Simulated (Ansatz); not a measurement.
Al:
```cif
data_Al2
_chemical_formula_sum 'Al2'
_space_group_name_H-M_alt 'P63/mmc'
_space_group_IT_number 194
_space_group_name_Hall '-P 6c 2c'
_cell_length_a 2.81960
_cell_length_b 2.81960
_cell_length_c 4.59406
_cell_angle_alpha 90.000
_cell_angle_beta 90.000
_cell_angle_gamma 120.000
loop_
_atom_site_label
_atom_site_type_symbol
_atom_site_symmetry_multiplicity
_atom_site_Wyckoff_symbol
_atom_site_fract_x
_atom_site_fract_y
_atom_site_fract_z
_atom_site_occupancy
Al1 Al 2 c 0.33333 0.66667 0.25000 1
```

Relaxed at zero pressure with r²SCAN+D4 in the plane-wave PAW code Ansatz.

Task: The volume is raised by 9 % and shape and atoms relax at that volume. What pressure results, and how do the axes share the change?

Result: -6.5 GPa; a 3.0 %, b 3.0 %, c 2.7 %; the energy rises by 31 meV/atom.

Task: Give the new structure.

Result: 
Space group P6₃/mmc (No. 194); a = b = 2.9046 Å, c = 4.7186 Å, α = β = 90.00°, γ = 120.00°

```json
[
 {"atom": "Al", "site": "2c", "symmetry": "-6m2", "x": "0.3333", "y": "0.6667", "z": "0.2500"}
]
```

The phase is kept; no other phase was compared at this pressure.

Space group P6_3/mmc (hcp (Mg type)). The workflow started from a Materials Project entry (that database holds measured and hypothetical structures alike); the Crystallography Open Database copy checked does not list it. It is not the phase usual at ambient conditions (space group No. 225). Symmetry was held in the r²SCAN+D4 relaxation; whether a distortion lowers the energy is not shown. The pairwise dispersion correction was not fitted to metals. Axis ratios of metals converge slowly with the k-mesh, so a and c are less sure than the volume.

Potentials: the later of the program's two PAW sets.
